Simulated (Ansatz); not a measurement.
Run on Os (sc type): DFT, PBEsol, all-electron LAPW, scalar-relativistic (Ansatz 0.2.0).

The cell comes from a relaxation on PAW files under the same functional, begun from a prototype that needn't be the stable phase.

Command: `ansatz run input.yaml --threads 1 --pin off --max-ram 2048MiB --backend cpu --events-out ev --progress --plain --runs-dir out` It took 29 s on 1 thread of Arm Neoverse V1 (shared host), peak memory 0.38 GiB.

```yaml
crystal:
  lattice:
    - [2.5313331119, 0.0, 0.0]
    - [0.0, 2.5313331119, 0.0]
    - [0.0, 0.0, 2.5313331119]
  atoms:
    - { symbol: Os, position: [0.0, 0.0, 0.0] }
kpoints:
  mp_grid: { grid: [15, 15, 15] }
  band_path:
    path:
      - [0.0, 0.0, 0.0]
      - [0.0, 0.5, 0.0]
      - [0.5, 0.5, 0.0]
      - [0.0, 0.0, 0.0]
      - [0.5, 0.5, 0.5]
      - [0.0, 0.5, 0.0]
      - [0.5, 0.5, 0.5]
      - [0.5, 0.5, 0.0]
    npoints: 14
scf:
  occupations: { method: fermi_dirac, width: 0.1 }
hamiltonian:
  xc: pbesol
  pseudopotentials: { kind: all_electron, lapw: { basis_error: 0.001 } }
output:
  forces: true
  stress: true
  eigenvalues: true
  populations: true
  dos: { projected: true, de: 0.2, e_range: [-14, 8] }
```

Output:

```
Os: projections on atomic orbitals take those of the free atom 1s2 2s2 2p6 3s2 3p6 3d10 4s2 4p6 4d10 4f14 5s2 5p6 5d6 6s2, of charge +0.00 (hamiltonian.pseudopotentials.projection_atoms)
LAPW: plane waves up to 9.445 Å⁻¹, error target 1.0e-3 eV per atom; small_component_spin mean_spin; Os in spheres of 1.266 Å, 46 of its electrons in bands, Dirac shells [] (how accurate: hamiltonian.pseudopotentials.lapw.basis_error, Limitations)
Engine: ansatz 0.2.0
Pseudopotentials: kind: all_electron
Pseudopotential: Os, LAPW, valence charge 46, lapw/all_electron/scalar/gaussian/Os, Koelling and Harmon's equation, gaussian nucleus
Functional definition: PBEsol
  exchange = pbesol_x
  correlation = pbesol_c
Crystal: 1 atoms, lattice volume = 16.220 Å³
Basis set: ecut = 339.90680073901933 eV, 251 PW (Γ), exchange–correlation at level 2
Bands: 28, of which v1, the nominal top of the filled ones, is band 23 counted from 1 (22 counted from 0)
Symmetry: 48 space group operations
Space group: Pm-3m (ITA 221), of the structure as read, at distance tolerance 2.5e-5 Å
k-points: 120 of 3375
Non-local potential: Os, projectors of the file, none
Initial density: superposition of atomic densities (chi_scale 0.1, normalization cell)
Initial wavefunctions: plane waves of lowest kinetic energy (no species holds an atomic orbital)
Functional: x = pbesol(κ = 0.804, μ = 0.12345679012345678), c = pbesol(β = 0.046)
iter 1 solved again at ethr=7.92e-5 eV; its pass at ethr=1.00e-1 eV (dr2=3.64e-2 eV) is discarded
SCF iter   1: F=—  HF=-469290.892947 eV  |F-HF|=—  |Δ(HF+E_count)|=         —  Δρ=2.47e-2  dr2=3.67e-2  ethr=7.92e-5  ⟨swp⟩=3.0  Hψ=21086  notcnv=0
preconditioner: auto → LDOS  [metal: Δε(μ)=0.056 eV  Ē_g=42.859 eV  σ=0.100 eV  W_gap=0.14  n_scr=6 (ndim 8)  ℏωp=48.8 eV  f_vac=0.024  D(μ)=1.25/eV (n_scr^D=18)  β→1.0]
iter 2 solved again at ethr=1.93e-6 eV; its pass at ethr=7.92e-5 eV (dr2=8.86e-4 eV) is discarded
SCF iter   2: F=—  HF=-469290.860699 eV  |F-HF|=—  |Δ(HF+E_count)|=   3.22e-2  Δρ=4.91e-3  dr2=8.88e-4  ethr=1.93e-6  ⟨swp⟩=2.0  Hψ=16816  notcnv=0
SCF iter   3: F=—  HF=-469290.843700 eV  |F-HF|=—  |Δ(HF+E_count)|=   1.70e-2  Δρ=2.87e-3  dr2=5.59e-4  ethr=1.93e-6  ⟨swp⟩=3.0  Hψ=10352  notcnv=0
SCF iter   4: F=—  HF=-469290.837676 eV  |F-HF|=—  |Δ(HF+E_count)|=   6.02e-3  Δρ=1.20e-3  dr2=1.08e-4  ethr=1.21e-6  ⟨swp⟩=2.0  Hψ=9795  notcnv=0
SCF iter   5: F=—  HF=-469290.837372 eV  |F-HF|=—  |Δ(HF+E_count)|=   3.04e-4  Δρ=2.24e-4  dr2=4.16e-6  ethr=2.35e-7  ⟨swp⟩=2.0  Hψ=9794  notcnv=0
SCF iter   6: F=—  HF=-469290.837364 eV  |F-HF|=—  |Δ(HF+E_count)|=   7.23e-6  Δρ=1.79e-5  dr2=3.24e-8  ethr=9.04e-9  ⟨swp⟩=2.0  Hψ=9794  notcnv=0
SCF iter   7: F=-469290.837364 eV  HF=-469290.837364 eV  |F-HF|=3.49e-10  |Δ(HF+E_count)|=   5.12e-8  Δρ=1.05e-6  dr2=9.51e-11  ethr=7.03e-11  ⟨swp⟩=2.1  Hψ=9818  notcnv=0
SCF 1 converged in 7 iterations: F = -469290.837364 eV  dr2 = 9.51e-11
NSCF: frozen V_eff on 99 k-points
SCF converged after 7 iterations
Free energy (F): -469290.837364 eV
Harris-Foulkes:  -469290.837364 eV  (|F-HF|=3.49e-10)
Internal energy: -469290.794351 eV  (E = F + TS)
E sigma→0 (E₀):  -469290.815858 eV
Entropy (-TS):   -0.043013 eV (-43.013 meV/atom)
Fermi energy:    27.463663 eV
--- Per-component energies (eV) ---
  E_band       = -5330.292046
  E_kinetic    = 529112.459591
  E_xc         = -9123.582685
  E_electrostatic = -989279.671256  (all electrons and nuclei)
  E_smearing   = -0.043013  (= −TS)
  E_closure    = 0.000000  (closes the sum)
  E_atoms      = -469280.465588  (free atoms, spherical and without spin; not in F)
  Σ components = -469290.837364   (vs F -469290.837364, Δ=0.00e0)
  Basis errors (estimates in eV, not in F): energy 3.4e-4 per atom: plane waves 3.0e-4 (1.6e-4 summed), levels above the bands 2.2e-81, relativity 7.5e-8, radial functions 4.1e-5, core shells 7.6e-8; eigenvalues (radial functions only) 1.9e-6; not estimated: angular momenta, meshes, grids; target (lapw.basis_error) 1.0e-3; muffin-tin radii Os 1.266 Å
--- Forces (eV/Å), atoms counted from 1 ---
  atom   1  Os     0.00000000     0.00000000     0.00000000
  max |Σ_I F_I| component: 1.31e-31 eV/Å
--- Stress (GPa, compression-positive) ---
       -0.028486      -0.000000       0.000000
       -0.000000      -0.028486       0.000000
        0.000000       0.000000      -0.028486
  P = ⅓ Tr σ = -0.0285 GPa (-0.285 kbar)
--- Band table (eV; the first three rows and the last of 120) ---
  k-point 0: bands = ["-437.8311", "-437.8311", "-437.8311", "-239.6055", "-239.6055", "-239.6055", "-239.5945", "-239.5945", "-58.9070", "-19.3713", "-19.3713", "-19.3713", "-19.3671", "-19.3577", "-19.3577", "-19.3577", "-17.8000", "-17.8000", "-17.8000", "17.7611", "21.2986", "21.2986", "29.8766", "29.8766", "29.8766", "42.7754", "42.7754", "42.7754"]
  k-point 1: bands = ["-437.8311", "-437.8311", "-437.8311", "-239.6055", "-239.6055", "-239.6055", "-239.5945", "-239.5945", "-58.9035", "-19.3714", "-19.3709", "-19.3709", "-19.3672", "-19.3583", "-19.3574", "-19.3574", "-17.8507", "-17.7960", "-17.7960", "17.9111", "21.3329", "21.4538", "29.6750", "29.6750", "29.8914", "41.9208", "43.0748", "43.0748"]
  k-point 2: bands = ["-437.8311", "-437.8311", "-437.8311", "-239.6055", "-239.6055", "-239.6055", "-239.5945", "-239.5945", "-58.8938", "-19.3719", "-19.3701", "-19.3701", "-19.3675", "-19.3601", "-19.3563", "-19.3563", "-17.9924", "-17.7845", "-17.7845", "18.3254", "21.4314", "21.9249", "29.1462", "29.1462", "29.9335", "40.1789", "43.8835", "43.8835"]
  k-point 119: bands = ["-437.8311", "-437.8311", "-437.8311", "-239.6055", "-239.6055", "-239.6055", "-239.5945", "-239.5945", "-58.6749", "-19.3816", "-19.3816", "-19.3816", "-19.3757", "-19.3576", "-19.3576", "-19.3575", "-18.6128", "-18.6115", "-18.6115", "22.0162", "22.0809", "22.0809", "32.2882", "32.2882", "35.6943", "38.2232", "39.1984", "39.1984"]
--- Löwdin populations: 1 site ---
  site symbol       q [e]
     0     Os     75.8773
  spilling = 0.001615 (of n_electrons = 76.000000)
```

populations.tsv:

```
# site	symbol	l	j	q
# orbitals = lowdin
# n_electrons = 76.000000
# spilling = 0.001615
# projection_atom_Os: 1s2 2s2 2p6 3s2 3p6 3d10 4s2 4p6 4d10 4f14 5s2 5p6 5d6 6s2
0	Os	0_1S	-	2.000000
0	Os	0_2S	-	1.999986
0	Os	0_3S	-	1.999827
0	Os	0_4S	-	1.998230
0	Os	0_5S	-	1.974012
0	Os	0_6S	-	0.980995
0	Os	1_2P	-	6.000000
0	Os	1_3P	-	5.999998
0	Os	1_4P	-	5.999918
0	Os	1_5P	-	5.989418
0	Os	2_3D	-	10.000000
0	Os	2_4D	-	9.999968
0	Os	2_5D	-	6.935057
0	Os	3_4F	-	13.999887
```

Next run (volume at 0.9 of the series' base cell), as changes to the input before:

```diff
   lattice:
-    - [2.5313331119, 0.0, 0.0]
-    - [0.0, 2.5313331119, 0.0]
-    - [0.0, 0.0, 2.5313331119]
+    - [2.4439752485, 0.0, 0.0]
+    - [0.0, 2.4439752485, 0.0]
+    - [0.0, 0.0, 2.4439752485]
   atoms:
   mp_grid: { grid: [15, 15, 15] }
-  band_path:
-    path:
-      - [0.0, 0.0, 0.0]
-      - [0.0, 0.5, 0.0]
-      - [0.5, 0.5, 0.0]
-      - [0.0, 0.0, 0.0]
-      - [0.5, 0.5, 0.5]
-      - [0.0, 0.5, 0.0]
-      - [0.5, 0.5, 0.5]
-      - [0.5, 0.5, 0.0]
-    npoints: 14
 scf:
   populations: true
-  dos: { projected: true, de: 0.2, e_range: [-14, 8] }
```

Command: `ansatz run input.yaml --threads 1 --pin off --max-ram 2048MiB --backend cpu --events-out ev --progress --plain --runs-dir out` It took 19 s on 1 thread of Arm Neoverse V1, on a shared host, peak memory 0.37 GiB.

Results part of the output:

```
SCF 1 converged in 6 iterations: F = -469290.655023 eV  dr2 = 2.50e-9
SCF converged after 6 iterations
Free energy (F): -469290.655023 eV
Harris-Foulkes:  -469290.655023 eV  (|F-HF|=2.97e-9)
Internal energy: -469290.617540 eV  (E = F + TS)
E sigma→0 (E₀):  -469290.636281 eV
Entropy (-TS):   -0.037483 eV (-37.483 meV/atom)
Fermi energy:    31.147103 eV
--- Per-component energies (eV) ---
  E_band       = -5168.045975
  E_kinetic    = 529123.447265
  E_xc         = -9125.879827
  E_electrostatic = -989288.184978  (all electrons and nuclei)
  E_smearing   = -0.037483  (= −TS)
  E_closure    = 0.000000  (closes the sum)
  E_atoms      = -469280.465588  (free atoms, spherical and without spin; not in F)
  Σ components = -469290.655023   (vs F -469290.655023, Δ=0.00e0)
  Basis errors (estimates in eV, not in F): energy 3.4e-4 per atom: plane waves 3.0e-4 (1.6e-4 summed), levels above the bands 9.8e-85, relativity 1.4e-8, radial functions 3.9e-5, core shells 2.3e-7; eigenvalues (radial functions only) 2.1e-6; not estimated: angular momenta, meshes, grids; target (lapw.basis_error) 1.0e-3; muffin-tin radii Os 1.222 Å
--- Forces (eV/Å), atoms counted from 1 ---
  atom   1  Os     0.00000000     0.00000000    -0.00000000
  max |Σ_I F_I| component: 2.96e-31 eV/Å
--- Stress (GPa, compression-positive) ---
       39.762042      -0.000000       0.000000
       -0.000000      39.762042       0.000000
        0.000000       0.000000      39.762042
  P = ⅓ Tr σ = 39.7620 GPa (397.620 kbar)
--- Band table (eV; the first three rows and the last of 120) ---
  k-point 0: bands = ["-434.1928", "-434.1928", "-434.1928", "-235.9691", "-235.9691", "-235.9691", "-235.9579", "-235.9579", "-55.4229", "-15.7486", "-15.7486", "-15.7486", "-15.7380", "-15.7341", "-15.7341", "-15.7341", "-14.1517", "-14.1517", "-14.1517", "20.5681", "24.0499", "24.0499", "33.9958", "33.9958", "33.9958", "47.1799", "47.1799", "47.1799"]
  k-point 1: bands = ["-434.1928", "-434.1928", "-434.1928", "-235.9691", "-235.9691", "-235.9691", "-235.9579", "-235.9579", "-55.4176", "-15.7488", "-15.7481", "-15.7481", "-15.7382", "-15.7348", "-15.7335", "-15.7335", "-14.2238", "-14.1460", "-14.1460", "20.7358", "24.0895", "24.2355", "33.7479", "33.7479", "34.0138", "46.2826", "47.5231", "47.5231"]
  k-point 2: bands = ["-434.1928", "-434.1928", "-434.1928", "-235.9691", "-235.9691", "-235.9691", "-235.9579", "-235.9579", "-55.4026", "-15.7495", "-15.7469", "-15.7469", "-15.7387", "-15.7369", "-15.7316", "-15.7316", "-14.4246", "-14.1299", "-14.1299", "21.1913", "24.2031", "24.8018", "33.1046", "33.1046", "34.0647", "44.4525", "48.4353", "48.4353"]
  k-point 119: bands = ["-434.1928", "-434.1928", "-434.1928", "-235.9691", "-235.9691", "-235.9691", "-235.9578", "-235.9578", "-55.0626", "-15.7893", "-15.7892", "-15.7892", "-15.7516", "-15.7280", "-15.7280", "-15.7280", "-15.2449", "-15.2430", "-15.2430", "24.7673", "24.8408", "24.8408", "36.8359", "36.8359", "38.9099", "43.1630", "44.2306", "44.2306"]
--- Löwdin populations: 1 site ---
  site symbol       q [e]
     0     Os     75.8818
  spilling = 0.001555 (of n_electrons = 76.000000)
```

Next run (volume at 0.8 of the series' base cell), as changes to the input before:

```diff
   lattice:
-    - [2.4439752485, 0.0, 0.0]
-    - [0.0, 2.4439752485, 0.0]
-    - [0.0, 0.0, 2.4439752485]
+    - [2.3498815013, 0.0, 0.0]
+    - [0.0, 2.3498815013, 0.0]
+    - [0.0, 0.0, 2.3498815013]
   atoms:
```

Results part of the output:

```
SCF 1 converged in 6 iterations: F = -469289.931751 eV  dr2 = 5.92e-8
SCF converged after 6 iterations
Free energy (F): -469289.931751 eV
Harris-Foulkes:  -469289.931751 eV  (|F-HF|=5.47e-9)
Internal energy: -469289.899673 eV  (E = F + TS)
E sigma→0 (E₀):  -469289.915712 eV
Entropy (-TS):   -0.032078 eV (-32.078 meV/atom)
Fermi energy:    35.720204 eV
--- Per-component energies (eV) ---
  E_band       = -4967.394115
  E_kinetic    = 529138.747182
  E_xc         = -9128.869472
  E_electrostatic = -989299.777383  (all electrons and nuclei)
  E_smearing   = -0.032078  (= −TS)
  E_closure    = 0.000000  (closes the sum)
  E_atoms      = -469280.465588  (free atoms, spherical and without spin; not in F)
  Σ components = -469289.931751   (vs F -469289.931751, Δ=0.00e0)
  Basis errors (estimates in eV, not in F): energy 3.4e-4 per atom: plane waves 3.0e-4 (1.7e-4 summed), levels above the bands 2.7e-88, relativity 2.3e-8, radial functions 3.5e-5, core shells 7.6e-7; eigenvalues (radial functions only) 2.5e-6; not estimated: angular momenta, meshes, grids; target (lapw.basis_error) 1.0e-3; muffin-tin radii Os 1.175 Å
--- Forces (eV/Å), atoms counted from 1 ---
  atom   1  Os     0.00000000    -0.00000000     0.00000000
  max |Σ_I F_I| component: 2.63e-31 eV/Å
--- Stress (GPa, compression-positive) ---
      109.770647      -0.000000       0.000000
       -0.000000     109.770647       0.000000
        0.000000       0.000000     109.770647
  P = ⅓ Tr σ = 109.7706 GPa (1097.706 kbar)
--- Band table (eV; the first three rows and the last of 120) ---
  k-point 0: bands = ["-429.6865", "-429.6865", "-429.6865", "-231.4652", "-231.4652", "-231.4652", "-231.4546", "-231.4546", "-51.1627", "-11.2661", "-11.2661", "-11.2661", "-11.2531", "-11.2531", "-11.2531", "-11.2443", "-9.6243", "-9.6243", "-9.6243", "24.1277", "27.4364", "27.4364", "39.1251", "39.1251", "39.1251", "52.5950", "52.5950", "52.5950"]
  k-point 1: bands = ["-429.6865", "-429.6865", "-429.6865", "-231.4652", "-231.4652", "-231.4652", "-231.4546", "-231.4546", "-51.1542", "-11.2666", "-11.2654", "-11.2654", "-11.2540", "-11.2520", "-11.2520", "-11.2446", "-9.7300", "-9.6162", "-9.6162", "24.3185", "27.4826", "27.6647", "38.8129", "38.8129", "39.1472", "51.6402", "52.9955", "52.9955"]
  k-point 2: bands = ["-429.6865", "-429.6865", "-429.6865", "-231.4652", "-231.4652", "-231.4652", "-231.4546", "-231.4546", "-51.1301", "-11.2677", "-11.2639", "-11.2639", "-11.2564", "-11.2483", "-11.2483", "-11.2453", "-10.0230", "-9.5931", "-9.5931", "24.8227", "27.6154", "28.3679", "38.0144", "38.0144", "39.2104", "49.6937", "54.0369", "54.0369"]
  k-point 119: bands = ["-429.6865", "-429.6865", "-429.6865", "-231.4652", "-231.4652", "-231.4652", "-231.4544", "-231.4544", "-50.5846", "-11.4621", "-11.4612", "-11.4612", "-11.2664", "-11.2341", "-11.2341", "-11.2340", "-11.0248", "-11.0228", "-11.0228", "28.1342", "28.2181", "28.2181", "42.5367", "42.5367", "42.8201", "49.4142", "50.5992", "50.5992"]
--- Löwdin populations: 1 site ---
  site symbol       q [e]
     0     Os     75.8874
  spilling = 0.001482 (of n_electrons = 76.000000)
```

Next run (volume at 0.7 of the series' base cell), as changes to the input before:

```diff
   lattice:
-    - [2.3498815013, 0.0, 0.0]
-    - [0.0, 2.3498815013, 0.0]
-    - [0.0, 0.0, 2.3498815013]
+    - [2.2475807998, 0.0, 0.0]
+    - [0.0, 2.2475807998, 0.0]
+    - [0.0, 0.0, 2.2475807998]
   atoms:
```

Results part of the output:

```
SCF 1 converged in 6 iterations: F = -469288.246336 eV  dr2 = 1.19e-9
SCF converged after 6 iterations
Free energy (F): -469288.246336 eV
Harris-Foulkes:  -469288.246336 eV  (|F-HF|=1.44e-8)
Internal energy: -469288.219625 eV  (E = F + TS)
E sigma→0 (E₀):  -469288.232981 eV
Entropy (-TS):   -0.026711 eV (-26.711 meV/atom)
Fermi energy:    41.529133 eV
--- Per-component energies (eV) ---
  E_band       = -5881.307258
  E_kinetic    = 529160.879898
  E_xc         = -9132.836754
  E_electrostatic = -989316.262769  (all electrons and nuclei)
  E_smearing   = -0.026711  (= −TS)
  E_closure    = 0.000000  (closes the sum)
  E_atoms      = -469280.465588  (free atoms, spherical and without spin; not in F)
  Σ components = -469288.246336   (vs F -469288.246336, Δ=0.00e0)
  Basis errors (estimates in eV, not in F): energy 3.4e-4 per atom: plane waves 3.1e-4 (1.7e-4 summed), levels above the bands 2.0e-93, relativity 3.8e-8, radial functions 2.9e-5, core shells 6.6e-12; eigenvalues (radial functions only) 2.9e-6; not estimated: angular momenta, meshes, grids; target (lapw.basis_error) 1.0e-3; muffin-tin radii Os 1.124 Å
--- Forces (eV/Å), atoms counted from 1 ---
  atom   1  Os    -0.00000000    -0.00000000     0.00000000
  max |Σ_I F_I| component: 2.24e-30 eV/Å
--- Stress (GPa, compression-positive) ---
      235.871480      -0.000000       0.000000
       -0.000000     235.871480       0.000000
        0.000000       0.000000     235.871480
  P = ⅓ Tr σ = 235.8715 GPa (2358.715 kbar)
--- Band table (eV; the first three rows and the last of 120) ---
  k-point 0: bands = ["-583.7019", "-423.9882", "-423.9882", "-423.9882", "-225.7703", "-225.7703", "-225.7703", "-225.7612", "-225.7612", "-45.8697", "-5.6054", "-5.6054", "-5.6054", "-5.6010", "-5.6010", "-5.6010", "-5.5637", "-3.8725", "-3.8725", "-3.8725", "28.7830", "31.7075", "31.7075", "45.6709", "45.6709", "45.6709", "59.4324", "59.4324", "59.4324"]
  k-point 1: bands = ["-583.7019", "-423.9882", "-423.9882", "-423.9882", "-225.7703", "-225.7703", "-225.7703", "-225.7612", "-225.7612", "-45.8556", "-5.6062", "-5.6046", "-5.6046", "-5.6025", "-5.5984", "-5.5984", "-5.5641", "-4.0330", "-3.8607", "-3.8607", "29.0045", "31.7622", "31.9995", "45.2668", "45.2668", "45.6990", "58.3983", "59.9103", "59.9103"]
  k-point 2: bands = ["-583.7019", "-423.9882", "-423.9882", "-423.9882", "-225.7703", "-225.7703", "-225.7703", "-225.7612", "-225.7612", "-45.8156", "-5.6083", "-5.6067", "-5.6038", "-5.6038", "-5.5896", "-5.5896", "-5.5654", "-4.4739", "-3.8271", "-3.8271", "29.5611", "31.9200", "32.9138", "44.2516", "44.2516", "45.7793", "56.2924", "61.1156", "61.1156"]
  k-point 119: bands = ["-583.7019", "-423.9882", "-423.9882", "-423.9882", "-225.7704", "-225.7704", "-225.7704", "-225.7607", "-225.7607", "-44.9055", "-6.3273", "-6.3243", "-6.3243", "-5.6017", "-5.5534", "-5.5534", "-5.5532", "-5.4553", "-5.4540", "-5.4540", "32.3532", "32.4495", "32.4495", "47.6962", "49.8739", "49.8739", "57.5563", "58.8900", "58.8900"]
--- Löwdin populations: 1 site ---
  site symbol       q [e]
     0     Os     75.8922
  spilling = 0.001418 (of n_electrons = 76.000000)
```

Next run (volume at 0.6 of the series' base cell), as changes to the input before:

```diff
   lattice:
-    - [2.2475807998, 0.0, 0.0]
-    - [0.0, 2.2475807998, 0.0]
-    - [0.0, 0.0, 2.2475807998]
+    - [2.1350090334, 0.0, 0.0]
+    - [0.0, 2.1350090334, 0.0]
+    - [0.0, 0.0, 2.1350090334]
   atoms:
```

Results part of the output:

```
SCF 1 converged in 6 iterations: F = -469284.791095 eV  dr2 = 2.84e-10
SCF converged after 6 iterations
Free energy (F): -469284.791095 eV
Harris-Foulkes:  -469284.791095 eV  (|F-HF|=8.50e-9)
Internal energy: -469284.767296 eV  (E = F + TS)
E sigma→0 (E₀):  -469284.779196 eV
Entropy (-TS):   -0.023798 eV (-23.798 meV/atom)
Fermi energy:    49.195233 eV
--- Per-component energies (eV) ---
  E_band       = -5537.236052
  E_kinetic    = 529193.719605
  E_xc         = -9138.227923
  E_electrostatic = -989340.258979  (all electrons and nuclei)
  E_smearing   = -0.023798  (= −TS)
  E_closure    = 0.000000  (closes the sum)
  E_atoms      = -469280.465588  (free atoms, spherical and without spin; not in F)
  Σ components = -469284.791095   (vs F -469284.791095, Δ=0.00e0)
  Basis errors (estimates in eV, not in F): energy 3.3e-4 per atom: plane waves 3.0e-4 (1.7e-4 summed), levels above the bands 5.6e-101, relativity 5.4e-8, radial functions 2.6e-5, core shells 4.2e-12; eigenvalues (radial functions only) 3.6e-6; not estimated: angular momenta, meshes, grids; target (lapw.basis_error) 1.0e-3; muffin-tin radii Os 1.068 Å
--- Forces (eV/Å), atoms counted from 1 ---
  atom   1  Os    -0.00000000     0.00000000     0.00000000
  max |Σ_I F_I| component: 6.57e-31 eV/Å
--- Stress (GPa, compression-positive) ---
      472.128419      -0.000000       0.000000
       -0.000000     472.128419       0.000000
        0.000000       0.000000     472.128419
  P = ⅓ Tr σ = 472.1284 GPa (4721.284 kbar)
--- Band table (eV; the first three rows and the last of 120) ---
  k-point 0: bands = ["-576.2947", "-416.5852", "-416.5852", "-416.5852", "-218.3713", "-218.3713", "-218.3713", "-218.3688", "-218.3688", "-39.1653", "1.7107", "1.7107", "1.7107", "1.7361", "1.7361", "1.7361", "1.8173", "3.6648", "3.6648", "3.6648", "35.1203", "37.2626", "37.2626", "54.2986", "54.2986", "54.2986", "68.3740", "68.3740", "68.3740"]
  k-point 1: bands = ["-576.2947", "-416.5852", "-416.5852", "-416.5852", "-218.3713", "-218.3713", "-218.3713", "-218.3688", "-218.3688", "-39.1410", "1.7060", "1.7150", "1.7150", "1.7347", "1.7387", "1.7387", "1.8165", "3.4120", "3.6821", "3.6821", "35.3808", "37.3289", "37.6594", "53.7572", "53.7572", "54.3356", "67.2257", "68.9597", "68.9597"]
  k-point 2: bands = ["-576.2947", "-416.5852", "-416.5852", "-416.5852", "-218.3713", "-218.3713", "-218.3713", "-218.3688", "-218.3686", "-39.0719", "1.6877", "1.7224", "1.7224", "1.7308", "1.7503", "1.7503", "1.8143", "2.7314", "3.7319", "3.7319", "35.9654", "37.5200", "38.9395", "52.4291", "52.4291", "54.4411", "64.8932", "70.3743", "70.3743"]
  k-point 119: bands = ["-576.2947", "-416.5852", "-416.5852", "-416.5852", "-218.3716", "-218.3716", "-218.3716", "-218.3674", "-218.3674", "-37.4810", "0.0780", "0.0824", "0.0824", "1.7475", "1.8253", "1.8253", "1.8257", "1.8947", "1.8962", "1.8962", "37.8097", "37.9205", "37.9205", "53.9852", "59.6410", "59.6410", "68.5490", "70.0699", "70.0699"]
--- Löwdin populations: 1 site ---
  site symbol       q [e]
     0     Os     75.8931
  spilling = 0.001407 (of n_electrons = 76.000000)
```

Spin–orbit coupling is left out, which matters for the heavy atoms. The structure type is held throughout; the real material can change phase at far lower pressure.
